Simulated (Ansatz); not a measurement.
# Structure optimisation: iridium, A15

The calculation used DFT, BLYP, plane waves (420 eV) with PAW, scalar-relativistic (Ansatz 0.2.0). The PAW files were generated under PBE, with cores re-solved for the functional.

k-point mesh 5×5×5, Fermi-Dirac smearing 0.1 eV, no spin polarisation. Cell and atoms relax.

Starting structure:

```yaml
crystal:
  lattice:
    - [4.83734, 0.00000, 0.00000]
    - [0.00000, 4.83734, 0.00000]
    - [0.00000, 0.00000, 4.83734]
  atoms:
    - { symbol: Ir, position: [0.00000, 0.00000, 0.00000] }
    - { symbol: Ir, position: [0.50000, 0.50000, 0.50000] }
    - { symbol: Ir, position: [0.25000, 0.00000, 0.50000] }
    - { symbol: Ir, position: [0.75000, 0.00000, 0.50000] }
    - { symbol: Ir, position: [0.50000, 0.25000, 0.00000] }
    - { symbol: Ir, position: [0.50000, 0.75000, 0.00000] }
    - { symbol: Ir, position: [0.00000, 0.50000, 0.25000] }
    - { symbol: Ir, position: [0.00000, 0.50000, 0.75000] }
```

Question: What cell does the relaxation end in?

Answer: Pm-3n with a = 5.032 Å; 15.93 Å³ per atom against 14.15 at the start (12.6 %).

Question: How much energy does the relaxation gain?

Answer: 204.3 meV per atom.
